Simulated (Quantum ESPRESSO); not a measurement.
# Strain and stress in B4CN2O

The results below are calculated, not measured. They come from pw.x of Quantum ESPRESSO 7.5, a plane-wave density functional program, with PseudoDojo standard norm-conserving files (v0.5 for PBE, v0.4.1 for LDA and PBEsol). The cells are made up: elements, strain and atom displacements were drawn at random, and nothing was relaxed. There is no spin polarisation, spin-orbit coupling or dispersion term.

The cell has 8 sites of a wurtzite lattice (rectangular cell). Sites 1 to 4 hold B B B B; sites 5 to 8 hold C N O N. Cell vectors in Å: (2.544, 0.005, -0.002); (0.010, 4.456, -0.019); (-0.003, -0.018, 4.263). Settings: PBE, cutoff 1143 eV, 7 x 4 x 4 k mesh shifted by half a step, Fermi-Dirac smearing of 0.025 eV.

Each run adds a strain along z to one cell, with the atoms carried along; the vectors above are those of run 4. Stress is positive in tension and P is minus a third of its trace. E is the free energy for each atom above the lowest run shown.

```
run,strain (%),s_xx (GPa),s_yy (GPa),s_zz (GPa),s_xy (GPa),P (GPa),E (meV/atom)
1,-2.04,-22.74,-9.98,-35.92,1.62,22.88,23.42
2,-1.83,-22.53,-9.82,-33.57,1.60,21.97,20.70
4,0.46,-20.35,-8.19,-10.14,1.40,12.89,2.15
5,0.69,-20.15,-8.04,-7.98,1.38,12.06,1.32
6,1.52,-19.44,-7.51,-0.55,1.31,9.17,0.00
7,2.26,-18.83,-7.07,5.70,1.25,6.73,0.72
3,-1.41,?,?,?,?,?,?
```

A rerun of one of these cells at 1437 eV and k mesh 9 x 6 x 6 moved values by no more than 0.002 eV in the cell's energy, 0.07 GPa in stress and 0.003 eV/Å in force.

## Worked fit

A parabola through the six runs shown gives s_zz = -14.55 + 9.75 e - 0.352 e² GPa, with e in per cent and a scatter of 0.02 GPa. The slope is a stiffness of 975 ± 3 GPa for each unit of this strain at e = 0. The atoms are clamped, and relaxing them would in general lower it. The error is the larger of the fit's own and the change that a cubic makes, rounded up.

## Withheld run

Question: what s_zz should run 3 give?

The fit gives -29.00 GPa. The calculation gave -28.97 GPa.

```
run,strain (%),s_xx (GPa),s_yy (GPa),s_zz (GPa),s_xy (GPa),P (GPa),E (meV/atom)
3,-1.41,-22.11,-9.50,-28.97,1.56,20.19,15.73
```